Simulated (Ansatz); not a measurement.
**SnO: from a starting cell to a relaxed one**

The start is a relaxed SnO cell, doubled along one cell vector, shaken by Gaussian noise of σ = 0.08 Å a coordinate. The cell and all atomic positions are relaxed at zero pressure with PBEsol (plane waves to 420 eV, PAW, scalar-relativistic; Ansatz, a quantum-chemistry and plane-wave program). First-step values are on the input's coarse k-mesh.

Ansatz input (later rounds restart from its end on a renewed k-mesh):
Ansatz 0.2 input:
```yaml
crystal:
  lattice:
    - [6.7396025959, 0, 0]
    - [-1.684900649, 2.9183335297, 0]
    - [0, 0, 6.4428828518]
  atoms:
    - { symbol: Sn, position: [-0.011539411, -0.0351958013, 0.0142675279] }
    - { symbol: Sn, position: [0.4983603749, 0.0074489036, -0.0036047662] }
    - { symbol: Sn, position: [-0.0114526475, -0.0139674714, 0.5087455422] }
    - { symbol: Sn, position: [0.5157158681, -0.016878906, 0.511379877] }
    - { symbol: O, position: [0.1688658632, 0.6515432614, 0.257673382] }
    - { symbol: O, position: [0.6580736556, 0.6514857014, 0.2351039604] }
    - { symbol: O, position: [0.3258345202, 0.3217495614, 0.7409683442] }
    - { symbol: O, position: [0.8235164489, 0.2871001605, 0.7571586106] }
basis: { ecutwfc: 420, ecutrho_ratio: 4, xc_grid: 2, fft_grid_basis: typed }
kpoints: { mp_grid: { grid: [4, 8, 4] } }
hamiltonian:
  xc: pbesol
  dispersion: none
  pseudopotentials: { azcp: { folder: ./paw }, kind: paw }
scf: { occupations: { method: fermi_dirac, width: 0.05 } }
relax: { f_tol: 0.01, max_steps: 100, cell: { stress_tol: 0.02 } }
output: { forces: true, stress: true }
```

* **Largest initial force**: 0.86 eV/Å, on Sn3 (atoms numbered as listed)
* **Relative to the parent**: It does not go back: it reaches P2₁/m (No. 11), 0.44 eV/atom below the parent
* **Shortest distances (start → end)**: The closest pairs of elements (up to four, under 3.6 Å), start → end: O–Sn 2.39 → 2.15 Å; O–O 3.30 → 2.68 Å; Sn–Sn 3.13 → 3.42 Å
* **Optimiser moves**: 23

Relaxed structure:

Space group P2₁/m (No. 11); a = 6.354 Å, b = 3.456 Å, c = 6.874 Å, α = γ = 90.00°, β = 113.97°

```tsv
atom	site	symmetry	x	y	z
Sn	2e	m	0.2301	0.2500	0.4892
Sn	2e	m	0.7369	0.7500	0.0019
O	2e	m	0.6464	0.2500	0.1385
O	2e	m	0.0082	0.7500	0.3480
```

Final values are on a 6×10×6 k-mesh of the relaxed cell. No spin polarisation in the result.

The relaxed structure here is a generated cell of SnO: the first start was made by placing the elements on the sites of a structure type, and the end was not matched to a known phase here, so it may be hypothetical. Known forms of SnO include space group No. 129.
